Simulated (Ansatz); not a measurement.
**ScCd$_{3}$C$_{3}$ in Ansatz, relaxation**

input.yaml:

```yaml
crystal:
  lattice:
    - [3.735321, 0.0, 0.0]
    - [-1.867661, 3.234889, 0.0]
    - [0.0, 0.0, 18.67772]
  atoms:
    - { symbol: C, position: [0.3333, 0.6667, 0.25] }
    - { symbol: C, position: [0.6666, 0.3333, 0.75] }
    - { symbol: C, position: [0.3333, 0.6667, 0.5876] }
    - { symbol: C, position: [0.6666, 0.3333, 0.0876] }
    - { symbol: C, position: [0.3333, 0.6667, 0.9124] }
    - { symbol: C, position: [0.6667, 0.3334, 0.4124] }
    - { symbol: Sc, position: [0.0, 0.0, 0.0] }
    - { symbol: Sc, position: [0.0, 0.0, 0.5] }
    - { symbol: Cd, position: [0.3333, 0.6667, 0.1293] }
    - { symbol: Cd, position: [0.6666, 0.3333, 0.6293] }
    - { symbol: Cd, position: [0.3333, 0.6667, 0.3707] }
    - { symbol: Cd, position: [0.6667, 0.3334, 0.8707] }
    - { symbol: Cd, position: [0.3333, 0.6667, 0.75] }
    - { symbol: Cd, position: [0.6666, 0.3333, 0.25] }
  symmetry: { tolerance: 0.0003 }
kpoints:
  mp_grid: { grid: [6, 6, 2], shift: [0, 0, 0] }
magnetization:
  spin_polarized: false
scf:
  occupations: { method: cold, width: 0.0269 }
  lower_state_search: "off"
hamiltonian:
  pseudopotentials: { kind: paw }
  xc: r2scan
basis:
  ecutwfc: 500
  fft_grid_basis: typed
relax:
  max_steps: 60
  cell: { p_target: 0.0 }
output:
  forces: true
  stress: true
  eigenvalues: true
  populations: true
  elf: true
  write_potential: true
  volumetric_format: npy
  dos:
    e_range: [-12, 8]
    de: 0.05
    projected: { site_lists: { C: [C], Cd: [Cd], Sc: [Sc] } }
  bader: false
checkpoint:
  read: saved_state
```

Launch command:

```bash
ansatz run input.yaml --threads 2 --pin off --max-ram 2560MiB --backend cpu --events-out ev --progress --plain --runs-dir out
```

Origin of the cell: a known structure type with other elements, at an estimated volume, so it need not be a known compound.

The saved state is a converged single point of the same cell.

Output (shortened):

```
Warning: the atoms were moved onto the symmetric positions of the space group found under crystal.symmetry.tolerance 3.0e-4 (fractional; no operation is sought that the atoms, as they stand i […]
Pseudopotentials: kind: paw
Pseudopotential: C, paw, valence charge 4, recommended cutoff 500 eV (meta_gga), C.paw.azcp
Pseudopotential: Sc, paw, valence charge 11, recommended cutoff 500 eV (meta_gga), Sc.paw.azcp
Pseudopotential: Cd, paw, valence charge 20, recommended cutoff 500 eV (meta_gga), Cd.paw.azcp
Functional definition: r2SCAN
  exchange = r2scan_x(k0 = k0, k1 = k1, a1 = a1)
  correlation = r2scan_c
Crystal: 14 atoms, lattice volume = 225.689 Å³
Basis set: ecut = 500 eV, 5733 PW (Γ), exchange–correlation on 120×120×576 points (64 copies of the dense FFT grid, shifted against one another)
Bands: 100, of which v1, the nominal top of the filled ones, is band 83 counted from 1 (82 counted from 0)
[… 13 lines left out …]
Initial density: read from a saved state, or passed on in memory by an earlier SCF of this step, an earlier step, the calling program or the single point that the run made first
Functional: x = r2scan, c = r2scan; τ floored in thin density (d = 2e-4 eV/Å³)
SCF iter   1: F=—  HF=-55385.084518 eV  Δρ=1.36e-3  dr2=1.13e-2  dr2_τ=9.27e-3
SCF iter   2: F=—  HF=-55385.088834 eV  S|Δr|=    0.00e0  Δρ=7.81e-4  dr2=3.19e-3  dr2_τ=5.04e-5
SCF iter   3: F=—  HF=-55385.088880 eV  S|Δr|=    0.00e0  Δρ=6.56e-4  dr2=1.02e-3  dr2_τ=3.28e-5
SCF iter   4: F=—  HF=-55385.088677 eV  S|Δr|=    0.00e0  Δρ=1.12e-4  dr2=4.37e-5  dr2_τ=2.22e-6
SCF iter   5: F=—  HF=-55385.088913 eV  S|Δr|=    0.00e0  Δρ=4.11e-5  dr2=4.12e-6  dr2_τ=2.22e-7
SCF iter   6: F=—  HF=-55385.088913 eV  S|Δr|=    0.00e0  Δρ=1.94e-5  dr2=1.29e-6  dr2_τ=2.80e-8
SCF iter   7: F=—  HF=-55385.088913 eV  S|Δr|=    0.00e0  Δρ=6.59e-6  dr2=1.69e-7  dr2_τ=7.80e-9
SCF iter   8: F=-55385.088913 eV  HF=-55385.088913 eV  S|Δr|=    0.00e0  Δρ=2.34e-6  dr2=2.43e-8  dr2_τ=5.43e-10
relax step   1: F+E_penalty+E_count = -55385.088913 eV  Δ(F+E_penalty+E_count) = +0.000e0 eV  max|allowed force component| = 2.200e0 eV/Å  Δτ_max = 0.0000 Å  P = -3.715 GPa  Ω = 225.689 Å³  ( […]
relax step   2: F+E_penalty+E_count = -55386.846385 eV  Δ(F+E_penalty+E_count) = -1.757e0 eV  max|allowed force component| = 1.613e0 eV/Å  Δτ_max = 0.1950 Å  P = -1.476 GPa  Ω = 216.967 Å³  e […]
relax step   3: F+E_penalty+E_count = -55387.733737 eV  Δ(F+E_penalty+E_count) = -8.874e-1 eV  max|allowed force component| = 5.721e-1 eV/Å  Δτ_max = 0.1950 Å  P = -0.841 GPa  Ω = 215.113 Å³ […]
relax step   4: F+E_penalty+E_count = -55387.848456 eV  Δ(F+E_penalty+E_count) = -1.147e-1 eV  max|allowed force component| = 1.401e-1 eV/Å  Δτ_max = 0.1144 Å  P = +0.904 GPa  Ω = 212.868 Å³ […]
relax step   5: F+E_penalty+E_count = -55387.856132 eV  Δ(F+E_penalty+E_count) = -7.676e-3 eV  max|allowed force component| = 3.466e-2 eV/Å  Δτ_max = 0.0203 Å  P = -0.454 GPa  Ω = 215.106 Å³ […]
relax step   6: F+E_penalty+E_count = -55387.858269 eV  Δ(F+E_penalty+E_count) = -2.137e-3 eV  max|allowed force component| = 3.226e-3 eV/Å  Δτ_max = 0.0054 Å  P = +0.018 GPa  Ω = 214.224 Å³ […]
relax step   7: F+E_penalty+E_count = -55387.853201 eV  Δ(F+E_penalty+E_count) = +5.068e-3 eV  max|allowed force component| = 3.246e-3 eV/Å  Δτ_max = 0.0000 Å  P = +0.003 GPa  Ω = 214.224 Å³  stress off target by 1.68e-2 GPa […]
SCF 7 converged in 5 iterations: F = -55387.853201 eV  dr2 = 4.05e-11
basis re-selected at this cell: Δ(F+E_penalty+E_count) = +5.068e-3 eV, ΔP = -0.015 GPa vs the last step (what re-selecting the basis moved, of the pressure what is left beyond the Pulay corre […]
SCF converged after 5 iterations
Stability not checked: this state was not tested for a lower state beside it, because cold or Methfessel-Paxton smearing, or corrected tetrahedra, fill the levels in a way that the test cannot read (fill_not_monotonic; […]
Free energy (F): -55387.853201 eV
Harris-Foulkes:  -55387.853201 eV  (|F-HF|=2.18e-11)
Internal energy: -55387.854339 eV  (E = F + TS)
E sigma→0 (E₀):  -55387.853581 eV
Entropy (-TS):   0.001138 eV (0.081 meV/atom)
Fermi energy:    11.899091 eV
--- Per-component energies (eV) ---
  E_band       = -2855.576153
  E_kinetic    = 4058.144270
  E_local      = -21427.176447  (includes V_loc(G=0)·N_el)
  E_nonlocal   = 519.380862
  E_hartree    = 9810.799044
  E_xc         = -1493.161765
  E_vxc        = -2148.192528  (∫ρ·V_xc dr)
  E_paw        = -27151.933717  (= ΣΔE_a)
  E_vpaw       = -3622.308518  (= ΣTr[D̂ρ^β])
  E_aug_tail   = 0.000059  (compensation charges beyond the density's cutoff)
  E_vtau       = 142.978033  (kinetic-family band-sum trace: ∫τ·v_τ [+ j·A + Jᵃ·Aᵃ] dr)
  E_ewald      = -19699.892395
  E_core_change = -4.014250  (= ΣΔE_core)
  E_smearing   = 0.001138  (= −TS)
  Σ components = -55387.853201   (vs F -55387.853201, Δ=0.00e0)
--- Forces (eV/Å), atoms counted from 1 ---
  atom   1  C      0.000000     0.000000     0.000000
  atom   2  C     -0.000000     0.000000    -0.000000
  atom   3  C      0.000000    -0.000000    -0.003246
  atom   4  C     -0.000000     0.000000    -0.003246
  atom   5  C      0.000000     0.000000     0.003246
  atom   6  C     -0.000000     0.000000     0.003246
  atom   7  Sc     0.000000     0.000000     0.000000
  atom   8  Sc    -0.000000     0.000000     0.000000
  atom   9  Cd     0.000000     0.000000    -0.001559
  atom  10  Cd    -0.000000    -0.000000    -0.001559
  atom  11  Cd     0.000000     0.000000     0.001559
  atom  12  Cd    -0.000000    -0.000000     0.001559
  atom  13  Cd     0.000000     0.000000     0.000000
  atom  14  Cd    -0.000000    -0.000000    -0.000000
  max |Σ_I F_I| component: 8.33e-17 eV/Å
--- Stress (GPa, compression-positive) ---
        0.012155       0.000000      -0.000000
        0.000000       0.012155       0.000000
       -0.000000       0.000000      -0.016785
  P = ⅓ Tr σ = 0.0025 GPa (0.025 kbar)
--- Relaxed structure (6 steps of the walk, 6 accepted, 1 SCFs on fresh bases) ---
  F+E_penalty+E_count = -55387.853201 eV   max|allowed force component| = 3.246e-3 eV/Å   (the final SCF, on the basis selected at the relaxed cell)
  cell:  # Å, volume = 214.2240 Å³
    - [3.663719, 2.831e-7, 0.0]
    - [-1.831860, 3.172873, 1.945e-18]
    - [0.0, 1.123e-17, 18.428635]
  atoms:
    - { symbol: C, position: [0.333333, 0.666667, 0.25] }
    - { symbol: C, position: [0.666667, 0.333333, 0.750000] }
    - { symbol: C, position: [0.333333, 0.666667, 0.561643] }
    - { symbol: C, position: [0.666667, 0.333333, 0.061643] }
    - { symbol: C, position: [0.333333, 0.666667, 0.938357] }
    - { symbol: C, position: [0.666667, 0.333333, 0.438357] }
    - { symbol: Sc, position: [4.286e-17, 3.549e-17, 3.188e-19] }
    - { symbol: Sc, position: [4.286e-17, 3.549e-17, 0.5] }
    - { symbol: Cd, position: [0.333333, 0.666667, 0.122969] }
    - { symbol: Cd, position: [0.666667, 0.333333, 0.622969] }
    - { symbol: Cd, position: [0.333333, 0.666667, 0.377031] }
    - { symbol: Cd, position: [0.666667, 0.333333, 0.877031] }
    - { symbol: Cd, position: [0.333333, 0.666667, 0.750000] }
    - { symbol: Cd, position: [0.666667, 0.333333, 0.25] }
--- Löwdin populations: 14 sites ---
  site symbol       q [e]
     0      C      5.6621
     1      C      5.6621
     2      C      5.1897
     3      C      5.1897
     4      C      5.1897
     5      C      5.1897
     6     Sc     10.3048
     7     Sc     10.3048
     8     Cd     18.6685
     9     Cd     18.6685
    10     Cd     18.6685
    11     Cd     18.6685
    12     Cd     18.6460
    13     Cd     18.6460
  spilling = 0.008080 (of n_electrons = 166.000000)
```

Before:

Space group P6_3/mmc (No. 194); the run's cell has a = 3.735 Å, b = 3.735 Å, c = 18.678 Å, α = 90.00°, β = 90.00°, γ = 120.00°. Shortest distances: C–Cd 2.16 Å, C–Sc 2.71 Å, Cd–Cd 3.12 Å, Cd–Sc 3.24 Å.

After:

Space group P6_3/mmc (No. 194); the run's cell has a = 3.664 Å, b = 3.664 Å, c = 18.429 Å, α = 90.00°, β = 90.00°, γ = 120.00°. Shortest distances: C–Cd 2.12 Å, C–Sc 2.40 Å, Cd–Sc 3.10 Å, C–C 3.10 Å, Cd–Cd 3.16 Å.

| Property | Result |
| --- | --- |
| Free energy lowered by | 197.4 meV/atom |
| Volume change | -5.08 % |
| Final pressure | 0.00 GPa |
| Relaxation steps listed | 7 |
| Gap on the mesh | none (metal) |

Caveats: the k mesh is coarse if the cell is a metal; the relaxation held the start's symmetry, so the end may be a saddle point.

Time: 3 min on 2 threads of Arm Neoverse V1, with other jobs on the host, peak memory 1.2 GiB, from a saved density.
